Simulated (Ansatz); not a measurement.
TaRu, DFT, LDA, PAW with Ansatz's default frozen-core files, scalar-relativistic (Ansatz 0.2.0), run on 1 thread of Arm Neoverse V2 on a shared host.

The geometry is COD entry 1523017, unchecked; take it as a test cell. The listed cell was then made from it by scaling, straining or moving an atom.

Command: `ansatz run input.yaml --threads 1 --pin off --max-ram 3072MiB --backend cpu --events-out ev --progress --plain --runs-dir out`

```yaml
crystal:
  lattice:
    - [3.0931756599, 0.0, 0.0]
    - [0.0, 3.0931756599, 0.0]
    - [0.0, 0.0, 3.4335972196]
  atoms:
    - { symbol: Ta, position: [0.5, 0.5, 0.5] }
    - { symbol: Ru, position: [0.0, 0.0, 0.0] }
kpoints:
  mp_grid: { grid: [11, 11, 10] }
scf:
  occupations: { method: fermi_dirac, width: 0.05 }
hamiltonian:
  xc: lda
  pseudopotentials: { kind: paw }
output:
  forces: true
  stress: true
  eigenvalues: true
  efg: { contact_densities: true }
```

**Question.** How large is the problem that the program sets up?

**Answer.** 126 irreducible k-points, 643 plane waves at Γ, 19 bands.

**Question.** Estimate the wall time and the peak memory.

**Answer.** 5.2 s of wall time for 6 SCF iterations, with a peak of 0.4 GiB. Times on shared machines scatter by tens of per cent.

**Question.** And the same cell and mesh by crystal-made all-electron datasets, asked for forces, stress, eigenvalues, efg, on the same hardware?

**Answer.** 34 s, peak memory 1 GiB.
